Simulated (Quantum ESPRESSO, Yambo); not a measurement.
## G0W0 results for MgZnO₂

```
MgZnO2
1.0
    3.26252     0.00000     0.00000
   -1.63126     2.82543     0.00000
    0.00000     0.00000     5.11998
O Mg Zn
2 1 1
Cartesian
  0.00000   1.88362   4.53099
  1.63126   0.94181   1.98723
  0.00000   1.88362   2.54044
  1.63126   0.94181   0.01390
```

Cell and atoms were relaxed with PBEsol from Materials Project entry mp-1221905, within its symmetry.

Starting point: PBEsol (Quantum ESPRESSO, PseudoDojo norm-conserving, 84 Ry, scalar-relativistic). G0W0 in Yambo: 6×6×4 Γ-centred k mesh, bands 6 to 124 and a 10 Ry block in the screening, 124 bands in G with the Bruneval-Gonze terminator, plasmon pole fitted at 27.2 eV.

```yaml
PBEsol gap along the band path: 1.76 eV
PBEsol gap between the mesh's edge points (Γ → Γ): 1.76 eV
G0W0 gap between the same points: 3.57 eV
```

```csv
k point,band,E PBEsol (eV),E QP (eV),shift (eV),Z
Γ,VB,0.00,-1.20,-1.20,0.79
Γ,CB,1.76,2.37,0.61,0.84
A,VB,-0.06,-1.27,-1.22,0.79
A,CB,3.91,4.77,0.87,0.82
M,VB,-0.80,-2.09,-1.29,0.79
M,CB,6.56,7.58,1.03,0.83
L,VB,-0.78,-2.14,-1.36,0.79
L,CB,6.08,6.93,0.85,0.84
K,VB,-1.62,-3.11,-1.49,0.79
K,CB,7.65,8.42,0.77,0.85
H,VB,-0.79,-2.11,-1.32,0.79
H,CB,7.72,8.68,0.95,0.84
```

Energies count from the PBEsol valence-band maximum.

Nearest settings tried, and what they do to the gap: 82 bands in W, 82 bands in G: +47 meV; 4 Ry block (43 vectors against 183): -139 meV; 6×6×2 mesh: -27 meV. So the settings aren't converged at that level. Oxides, nitrides and fluorides with a shallow 3d shell are known to need far more bands and larger blocks.

The structure is a Materials Project entry; no match was found in the copy of COD used, and its stability was not checked.
